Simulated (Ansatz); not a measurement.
Vibrational response of Ti4Mo

The calculation used DFT PBE, scalar-relativistic, plane waves, PAW in Ansatz. Settings: 420 eV plane-wave cutoff, Γ-centred 10×10×10 mesh, Gaussian smearing of 0.10 eV. No spin polarisation. Phonons by linear response, acoustic sum rule imposed.

The cell, relaxed at this level:
```
Ti Mo
1.0
    -3.62770    3.62770    1.60481
     3.62770   -3.62770    1.60481
     3.62770    3.62770   -1.60481
Ti Mo
4 1
Direct
  0.21958 0.59059 0.81016
  0.59059 0.78042 0.37101
  0.40941 0.21958 0.62899
  0.78042 0.40941 0.18984
  0.00000 0.00000 0.00000
```

The cell was found from a proposed guess, not taken from experiment. In a metal, frequencies depend on the k mesh and the smearing, soft modes most.

**Question.** Is this structure stable against zone-centre distortions?

**Answer.** Yes, at Γ: no optical mode is imaginary. Strains and other wave vectors aren't tested by this run.

**Question.** List the optical modes at Γ (i marks imaginary ones).

**Answer.**
| frequency (THz) | degeneracy |
| --- | --- |
| 2.34 | 1 |
| 4.47 | 2 |
| 5.04 | 2 |
| 5.59 | 1 |
| 6.09 | 2 |
| 6.12 | 1 |
| 6.19 | 1 |
| 6.68 | 1 |
| 7.65 | 1 |
